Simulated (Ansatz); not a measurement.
Below is a relaxed structure of AlFeC₄N₄. The cell was found from a structure generator's guess, not taken from experiment.

The calculation used Ansatz, DFT PBE, scalar-relativistic, plane waves, PAW. Cutoff 420 eV, Γ-centred mesh, Gaussian smearing, collinear spin.

```yaml
crystal:
  lattice:
    - [5.68871, 0.00000, 0.00000]
    - [0.00000, 5.68871, 0.00000]
    - [0.00000, 0.00000, 5.68871]
  atoms:
    - { symbol: Al, position: [0.50000, 0.50000, 0.50000] }
    - { symbol: Fe, position: [0.00000, 0.00000, 0.00000] }
    - { symbol: C, position: [0.19335, 0.19335, 0.19335] }
    - { symbol: C, position: [0.19335, 0.80665, 0.80665] }
    - { symbol: C, position: [0.80665, 0.19335, 0.80665] }
    - { symbol: C, position: [0.80665, 0.80665, 0.19335] }
    - { symbol: N, position: [0.31312, 0.31312, 0.31312] }
    - { symbol: N, position: [0.31312, 0.68688, 0.68688] }
    - { symbol: N, position: [0.68688, 0.31312, 0.68688] }
    - { symbol: N, position: [0.68688, 0.68688, 0.31312] }
```

The zero of energy is the elements' standard structures at the same level (N₂ as a molecule); no fitted shifts are applied.

Question: What space group does it have?

Answer: P-43m (No. 215). Conventional cell: a = 5.689 Å. Al has 4 N at 1.84 Å; around Fe lie 4 C at 1.91 Å; around C lie 1 N at 1.18 Å and 1 Fe at 1.91 Å; N has 1 C at 1.18 Å and 1 Al at 1.84 Å.

Question: What is its formation energy per atom?

Answer: +0.082 eV/atom. A positive value: parting into the elements would lower its energy.

Question: Is it a metal?

Answer: No, the gap on the 6×6×6 mesh is 0.78 eV.

Question: Which magnetic moments does it keep?

Answer: 0.30 μB per atom net, the space between the atoms included; by site: Fe 1.9 μB.

Question: From what recipe could a structure generator have reached it?

Answer: One such recipe: two interpenetrating cyanide-bridged diamond nets (P-43m, No. 215). Other recipes can lead to the same cell.

The last run used collinear spin, a 6×6×6 mesh for its 10-atom cell and Gaussian smearing of 0.02 eV. Kohn–Sham gaps at this level usually fall short of measured ones. The reference form of C is held partly by dispersion forces, which this level lacks. Another magnetic order may lie lower. Symmetry constrained the relaxation, so the result can be a saddle point.
